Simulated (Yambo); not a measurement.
Yambo run on CsLiWO₄ (space group I-4, No. 82). The wavefunctions are PBEsol (Quantum ESPRESSO, PseudoDojo norm-conserving, 84 Ry, no spin-orbit coupling) ones on a 2×2×2 mesh (25 occupied bands); a = 6.1169 Å, b = 6.1169 Å, c = 6.1169 Å, α = 121.29°, β = 121.29°, γ = 87.78°.

Yambo input:

```
rim_cut
gw0
dyson
el_el_corr
HF_and_locXC
ppa
em1d
RandQpts= 1000000
RandGvec= 1 Ry
EXXRLvcs= 84 Ry
VXCRLvcs= 336 Ry
Chimod= "HARTREE"
% BndsRnXp
 3 | 225 |
%
NGsBlkXp= 2 Ry
% LongDrXp
 1.0 | 1.0 | 1.0 |
%
PPAPntXp= 27.2114 eV
% GbndRnge
 1 | 225 |
%
GTermKind= "BG"
DysSolver= "n"
ExtendOut
% QPkrange
 1 | 1 | 25 | 26 |
%
```

k points by index: 1 = Γ.

Table of the .qp output:

```
#    K-point    Band    Eo [eV]    E [eV]    E-Eo [eV]    Vxc [eV]    Vnlxc [eV]    Sc|Eo [eV]    Sc|E [eV]    dSc/dw|Eo [eV]    Re(Z)    Im(Z)
#
    1    25    0.000000    -1.287707    -1.287707    -19.05009    -24.15773    3.518082    3.819941    -6.378059    0.810115    -0.001388
    1    26    4.496822    5.053564    0.556742    -6.805152    -3.232180    -2.942347    -3.016230    -3.610531    0.882858    -0.826233E-3
```
(The two width columns are left out.) Convergence of these settings isn't established.

Geometry of the Materials Project entry, not relaxed at this level.

The structure is a Materials Project entry; no match was found in the copy of COD used, and its stability was not checked.
